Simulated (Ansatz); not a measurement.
**Ta: elastic constants from stress and strain**

```
CELL_PARAMETERS angstrom
-1.65128 1.65128 1.65128
1.65128 -1.65128 1.65128
1.65128 1.65128 -1.65128
ATOMIC_POSITIONS crystal
Ta 0.00000 0.00000 0.00000
```

The cell comes from COD entry 1541266, which wasn't checked; take it as a given geometry.

No spin–orbit coupling, which matters for the heavy atoms here.

These are results of DFT, PBEsol, all-electron LAPW, scalar-relativistic in Ansatz 0.2.0, not measurements.

Settings: a Γ-centred 17×17×17 k mesh, Fermi–Dirac smearing of 0.08 eV, basis error target 0.5 meV/atom, no spin polarisation.

The unstrained cell is at -3.87 GPa. Large strains and very small stresses are left out. Each strain is applied once, with fractional coordinates held (clamped ions), and σ below is the change of stress, positive in tension. One finite strain gives stress–strain coefficients at this pressure with an error of the order of the strain times third-order constants, a few per cent for each per cent of strain. In a metal the k mesh adds noise of tens of per cent to soft shears.

Task: Estimate the stiffness probed by this change, and the stress that it gives: equal xy, yz and zx engineering shear strains of -1 %.

Result: σxy = -0.73 GPa and γxy = 2εxy = -0.0100, so C44 (clamped ions) = σxy/γxy = 73 GPa.

Task: Estimate the stiffness probed by this change, and the stress that it gives: equal xy, yz and zx engineering shear strains of +1 %.

Result: σxy = 0.76 GPa and γxy = 2εxy = 0.0100, so C44 (clamped ions) = σxy/γxy = 76 GPa.
